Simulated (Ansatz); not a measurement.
One stationary structure of ZnS. Space group P6₃mc (No. 186), wurtzite type. All values below come from r2SCAN (plane waves to 500 eV, PAW, scalar-relativistic; Ansatz, a first-principles code).

```cif
data_S2Zn2
_chemical_formula_sum 'S2 Zn2'
_space_group_name_H-M_alt 'P 1'
_space_group_IT_number 1
_cell_length_a 3.80604
_cell_length_b 3.80604
_cell_length_c 6.24570
_cell_angle_alpha 90.000
_cell_angle_beta 90.000
_cell_angle_gamma 120.000
loop_
_space_group_symop_operation_xyz
  'x, y, z'
loop_
_atom_site_label
_atom_site_type_symbol
_atom_site_fract_x
_atom_site_fract_y
_atom_site_fract_z
_atom_site_occupancy
S1 S 0.33333 0.66667 0.17626 1
S2 S 0.66667 0.33333 0.67626 1
Zn1 Zn 0.33333 0.66667 0.80203 1
Zn2 Zn 0.66667 0.33333 0.30203 1
```

**Question.** What band gap does r2SCAN give?

**Answer.** 2.78 eV, direct at Γ (no spin-orbit coupling).

No spin polarisation in the result.

It was reached from a disturbed copy of a P6₃/mmc (No. 194) cell, against which it lies -288 meV/atom.
